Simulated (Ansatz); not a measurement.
All numbers below come from DFT, revPBE, plane waves (420 eV) with PAW, scalar-relativistic (Ansatz 0.2.0). (PAW data from PBE, frozen cores regenerated.)

An element in the dhcp structure gives this curve. The cell is scaled uniformly from the relaxed one, with fractional coordinates and shape fixed. Energies are extrapolated to zero smearing, pressures are those at the given smearing. Magnetic state: spin not included.

| V (Å³/atom) | E − E₀ (meV/atom) | P (GPa) |
| --- | --- | --- |
| 22.417 | 63.0 | 7.72 |
| 23.436 | 25.4 | 4.71 |
| 24.455 | 5.3 | 2.16 |
| 25.474 | 0.1 | 0.00 |
| 26.493 | 7.3 | -1.83 |
| 27.512 | 25.2 | -3.37 |
| 28.531 | 52.0 | -4.67 |

Q: Which element is it?
A. cadmium
B. zirconium
C. indium
D. scandium

A: D. Its fit is V₀ = 25.37 Å³/atom, B₀ = 50 GPa, B₀′ = 3.1.
